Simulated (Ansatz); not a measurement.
Total density of states per atom from PBE in the plane-wave PAW code Ansatz, in 0.25 eV bins, energy from the Fermi level:

```tsv
E (eV)	states/eV/atom
-7.85	0.00
-7.60	0.02
-7.35	0.04
-7.10	0.05
-6.85	0.07
-6.60	0.09
-6.35	0.11
-6.10	0.17
-5.85	0.38
-5.60	0.84
-5.35	1.23
-5.10	1.53
-4.85	1.59
-4.60	1.66
-4.35	1.62
-4.10	1.56
-3.85	1.52
-3.60	1.46
-3.35	1.17
-3.10	1.03
-2.85	1.35
-2.60	1.53
-2.35	1.40
-2.10	1.15
-1.85	1.01
-1.60	1.06
-1.35	1.11
-1.10	1.16
-0.85	1.28
-0.60	1.47
-0.35	2.09
-0.10	1.40
0.15	1.33
0.40	1.62
0.65	1.52
0.90	1.26
1.15	1.12
1.40	1.12
1.65	1.05
1.90	0.87
2.15	0.47
2.40	0.28
2.65	0.25
2.90	0.25
3.15	0.25
3.40	0.25
3.65	0.25
3.90	0.25
4.15	0.25
4.40	0.25
4.65	0.24
```

### Question
Which of these materials gives this?
A) SiRu, P2_13 (Si on 4a, Ru on 4a)
B) Ru, body-centred tetragonal
C) GaSb, zinc blende
D) NbRu, rock salt

### Answer
B, Ru, body-centred tetragonal. Within 0.5 eV of the Fermi level: Ru 4d 95 %. Projections are on Löwdin-orthogonalised atomic valence shells; empty p or d shells of many metals are not among them.

Space group I4/mmm (body-centred tetragonal). The start of the workflow was typed in or built on a structure type; neither database checked (COD, Materials Project) lists it. It is not the phase usual at ambient conditions (space group No. 194). The cell was relaxed with PBE under the symmetry of its start; its stability against distortions is not shown here. The final state is ferromagnetic, chosen from 2 collinear starts compared on coarse meshes (ties went to the first, and starts can fall back to one state), not a proven ground state. Spin–orbit coupling is left out wherever it is not named.

Potentials: the earlier of the program's two PAW sets.
